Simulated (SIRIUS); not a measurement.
A self-consistent single point of Cu₃Sn (P6_3/mmc, 8 atoms in the cell; from Materials Project mp-13138, changed as shown) with SIRIUS.

All values come from this method and carry its errors: PBEsol, GBRV PBEsol ultrasoft pseudopotentials (plane waves; SIRIUS).

The change in words: lattice scaled by 1.02. Reference geometry (P6_3/mmc):
```yaml
crystal:
  lattice:
    - [5.62904, 0.00000, 0.00000]
    - [-2.81452, 4.87489, 0.00000]
    - [0.00000, 0.00000, 4.36754]
  atoms:
    - { symbol: Cu, position: [0.15577, 0.84423, 0.75000] }
    - { symbol: Cu, position: [0.84423, 0.15577, 0.25000] }
    - { symbol: Cu, position: [0.31154, 0.15577, 0.25000] }
    - { symbol: Cu, position: [0.68846, 0.84423, 0.75000] }
    - { symbol: Cu, position: [0.15577, 0.31154, 0.75000] }
    - { symbol: Cu, position: [0.84423, 0.68846, 0.25000] }
    - { symbol: Sn, position: [0.33333, 0.66667, 0.25000] }
    - { symbol: Sn, position: [0.66667, 0.33333, 0.75000] }
```

Reference input (self-consistent single point, DFT, PBEsol, plane waves, GBRV PBEsol ultrasoft pseudopotentials): parameters.ngridk = 5 5 6; parameters.xc_functionals = [XC_GGA_X_PBE_SOL, XC_GGA_C_PBE_SOL]; parameters.gk_cutoff = 6.325 1/bohr; parameters.pw_cutoff = 14.143 1/bohr; parameters.smearing = fermi_dirac; parameters.smearing_width = 0.00499791 Ha; potentials = GBRV PBEsol ultrasoft pseudopotentials; parameters.electronic_structure_method = pseudopotential; parameters.num_bands = 85; parameters.num_mag_dims = 0; parameters.num_dft_iter = 100; parameters.energy_tol = 1e-07 Ha. This run's input differs from it in these lines:

```diff
@@ -32,5 +32,5 @@
     "lattice_vectors": [
-      [10.6373458343, 0.0, 0.0],
-      [-5.3186719723, 9.2122107671, 0.0],
-      [0.0, 0.0, 8.2534619973]
+      [10.8500930911, 0.0, 0.0],
+      [-5.4250446558, 9.3964552848, 0.0],
+      [0.0, 0.0, 8.418531464]
     ],
```

The program printed (abridged):

```
[find] density tolerance         : 1e-06
[find] total energy tolerance    : 1e-07
[find] iter_solver_tol (initial) : 0.01
[find] iter_solver_tol (target)  : 1e-13
[find] num_dft_iter              : 100
Charges and magnetic moments
--------------------------------------------------------------------------------
total charge          : 142.000000
[find] | SCF iteration   0 out of 100|
[diagonalize] iterative solver tolerance (occupied, empty): 0.01 0.01
[diagonalize] average number of iterations: 4
[find] Charges and magnetic moments
[find] total charge          : 142.000000
[find] Energy
   [... lines left out ...]

[find] Charges and magnetic moments
[find] total charge          : 142.000000
[find] Energy
[find] smearing (-TS)                 :      -0.00478042
[find] Total energy                   :   -1369.40824022 (Ha),   -2738.81648045 (Ry)
[find] Free energy (E-TS)             :   -1369.41302064 (Ha),   -2738.82604129 (Ry)
[find] band gap (eV)                  :       0.00000000
[find] Efermi                         :       0.49306717
[find] iteration : 35, RMS (target) : 6.0633e-07 (1.0000e-06) , energy difference (target) : -2.4324e-09 (1.0000e-07)
[find] bands are converged : false
[find] iterative solver converged : false
[find] converged after 36 SCF iterations!
[find] Charges and magnetic moments
[find] total charge          : 142.000000
[find] Energy
[find] smearing (-TS)                 :      -0.00478042
[find] Total energy                   :   -1369.40824022 (Ha),   -2738.81648045 (Ry)
[find] Free energy (E-TS)             :   -1369.41302064 (Ha),   -2738.82604129 (Ry)
[find] band gap (eV)                  :       0.00000000
[find] Efermi                         :       0.49306717
[ground_state] === stress tensor components [kbar] ===
[ground_state] === stress_total ===
[ground_state]   125.723255   -0.000025    0.000000
[ground_state]    -0.000025  125.723280   -0.000000
[ground_state]     0.000000   -0.000000  139.459815
[ground_state] ==== total Forces in Ha/bohr =====
   [... lines left out ...]
[ground_state] atom:    3, force:       0.0029730      0.0017165     -0.0000000
[ground_state] atom:    4, force:      -0.0000000     -0.0034329      0.0000000
[ground_state] atom:    5, force:       0.0000000      0.0034329      0.0000000
[ground_state] atom:    6, force:       0.0000000      0.0000000     -0.0000000
[ground_state] atom:    7, force:      -0.0000000     -0.0000000      0.0000000
```

The run converged in 36 iterations. SIRIUS prints the stress tensor with tension positive. Against the reference run the free energy rises by 62.1 meV/atom, the pressure goes from -8.77 to -13.03 GPa and the largest force goes from 0.107 to 0.177 eV/Å.

The structure comes from a collection of computed structures, made at another level of theory; the collection holds predicted forms beside known ones. Its lattice was then scaled. No clean gap shows at this smearing width and mesh (spacing up to 0.25 Å⁻¹); the mesh is coarse for partly filled bands, so the values carry mesh errors.

Cost on one core: roughly 3 core-minutes.
